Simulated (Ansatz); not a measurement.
## Perturbing AlRu

Base: a structure deposited in the COD, whose atoms a relaxation with PBE at fixed cell left in place.

```yaml
crystal:
  lattice:
    - [2.99160, 0.00000, 0.00000]
    - [0.00000, 2.99160, 0.00000]
    - [0.00000, 0.00000, 2.99160]
  atoms:
    - { symbol: Al, position: [0.00000, 0.00000, 0.00000] }
    - { symbol: Ru, position: [0.50000, 0.50000, 0.50000] }
```

Atom numbers follow the list; atoms alike are taken as one site, whose name carries the number of the first.

Method: Kohn–Sham DFT in Ansatz, PBE, plane waves and PAW, scalar-relativistic, 420 eV cutoff, Γ-centred 16×16×16 k-points, Fermi–Dirac smearing 0.05 eV.

(1) Variant: z stretched by 1 %, ions relaxed. What happens to the gradients (10²¹ V/m²)?

Results:

(1) 

```
site  atoms  V_zz base  η base  V_zz variant  η variant
  Ru      2       0.00       –          0.43       0.00
```

The largest change of V_zz is on Ru, from 0.00 to 0.43. Sites with |V_zz| of 0.02 or less aren't listed.

For the variant: The run finds no gap above 0.1 eV (a metal, or nearly one), so the gradients can move by 10 % or more with the k-mesh. Without spin–orbit coupling (the program notes it for Ru) the gradients can shift somewhat, as the gap is small. With these PAW files V_zz is typically within 2 to 3 % of all-electron values, but misses above 10 % occur on Ru.
